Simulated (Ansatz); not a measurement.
A trial structure of FeRhC₆N₆ was built thus: cyanide-bridged rock-salt net of two metals, 0 guest cations a cell (Fm-3m, No. 225). Its size is a rough estimate.

Space group Fm-3m (No. 225). a = 10.234 Å, b = 10.234 Å, c = 10.234 Å, α = 90.00°, β = 90.00°, γ = 90.00°
```
atom  site  symmetry       x       y       z
  Fe    4b      m-3m  0.5000  0.0000  0.0000
  Rh    4a      m-3m  0.0000  0.0000  0.0000
   C   24e      4m.m  0.1873  0.0000  0.0000
   N   24e      4m.m  0.3016  0.0000  0.0000
```

Theory: DFT PBE, scalar-relativistic, plane waves, PAW in Ansatz 0.2.0. Cutoff 420 eV, Gaussian smearing, Γ-centred meshes. Cell and atoms relax first on a coarse mesh and then on a converged one. In between, the cell is made exact in the group found at 0.06 Å. The steps can't lower the symmetry of their start. Collinear spin, starting moments Fe 4.0; Rh 1.0 μB.

A guess keeps its type if space group and coordination stay and the shape of the cell changes little (axis ratios within about 15 %, angles within 6°); the volume may change.

Question: Does it keep its structure type, or change into something else?

Answer: It keeps its type. The symmetry stays Fm-3m (No. 225). The volume per atom grows by 7.4 %, from 19.1 to 20.6 Å³. The shortest distance stays 1.17 Å (C–N). Counting neighbours within 15 % of an atom's shortest distance, the start has C 1, Fe 6, N 1, Rh 6 and the end C 1, Fe 6, N 1, Rh 6.

The last run used collinear spin, a 6×6×6 mesh for its 14-atom cell and Gaussian smearing of 0.02 eV. Another magnetic order may lie lower. A structure relaxed within its symmetry needn't be a true minimum.
